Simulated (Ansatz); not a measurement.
Starting cell, V (bcc, W type):

```
CELL_PARAMETERS angstrom
     -2.95898     2.95898     2.95898
      1.47949    -1.47949     1.47949
      1.47949     1.47949    -1.47949
ATOMIC_POSITIONS crystal
  V  0.00000 0.00000 0.00000
  V  0.50000 0.00000 0.00000
```

In this cell atom 2 (V, nearest neighbour V at 2.563 Å; its periodic images, 2.6 Å or more away, move with it) is moved by s along Cartesian x, unit vector (1.000, 0.000, 0.000); all other atoms and the cell stay fixed.

Computed with PBEsol (plane waves to 420 eV, PAW, scalar-relativistic; Ansatz, a quantum-chemistry and plane-wave program). k mesh 9×18×18 (Γ-centred), Fermi-Dirac smearing 0.05 eV. E stands for the smeared free energy. With partly filled bands, energies and forces of such displacements shift with the k mesh and the smearing. The PAW data are Ansatz's earlier set. V is run without spin polarisation. V was relaxed with its symmetry unable to fall. The zero of ΔE is the undisplaced structure.

The scan covers s from -0.510 to 0.510 Å in 11 points.

Problem. Is this a single well or a double well?

Solution. A single well with its minimum at or next to zero displacement.

Problem. Is the energy the same for equal positive and negative displacements?

Solution. Even: the same for both signs. With its periodic images moving along, the atom's site symmetry in this cell is mmm.

Problem. What is the energy change at s = 0.510 Å?

Solution. 408 meV/cell.

Problem. What force acts on the atom along the line at s = -0.510 Å?

Solution. 0.865 eV/Å.

Problem. What is the force constant k = d²E/ds² of this move at s = 0?

Solution. 5.31 eV/Å².

(For displaced atoms, the force is minus the slope of the energy, and its curvature is a force constant, which sets phonon frequencies.)
